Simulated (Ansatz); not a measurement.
Clean, relaxed (100) surface of Ta, space group Im-3m (No. 229) (top face towards +c; atoms held fixed, by place in the list: 1, 2):

```
Ta
1.0
     3.28052    0.00000    0.00000
     0.00000    3.28052    0.00000
     0.00000    0.00000   23.56104
Ta
5
Direct
  0.50000 0.50000 0.36077
  0.00000 0.00000 0.43038
  0.50000 0.50000 0.50029
  0.00000 0.00000 0.57102
  0.50000 0.50000 0.63087
```

The calculation used DFT PBEsol, scalar-relativistic, plane waves, PAW (Ansatz). Cutoff 420 eV; k points 9×9×1 on the computed 5-atom cell (Γ-centred); Gaussian smearing, width 0.10 eV; no spin polarisation. A dipole correction removes the field between periodic images along c.

N (atom) is put at the hollow (over Ta) at (0.00, 0.00) site, one adsorbate per 10.8 Å², and relaxed. The adsorption energy is E(slab + adsorbate) − E(slab) − E(free adsorbate, spin-polarised where open-shell). Heights count from the highest slab atom after relaxation. Bonded neighbours lie within 1.25 times the sum of covalent radii (1.35 for H) and, on that scale, within 12 % of the closest. With the adsorbate the cell is lengthened along c to keep the vacuum.

(1) How strongly does it bind, and where does its anchoring atom end?

(2) How high does its anchoring atom sit over the highest slab atom, and what is the shortest contact with the surface?

(3) The clean face has a work function of 3.83 eV. How does the adsorbate change it?

Each end is the local minimum or symmetric point that its start leads to. The slab is only 6.6 Å thick, so the energies aren't converged with thickness.

The adsorbed runs have no spin polarisation, so weakly bound open-shell ends lie too high.

Results:

(1) -8.21 eV; at (0.00, 0.00), 5 bonded neighbours (Ta).

(2) 0.36 Å; N–Ta 2.14 Å.

(3) By -0.19 eV.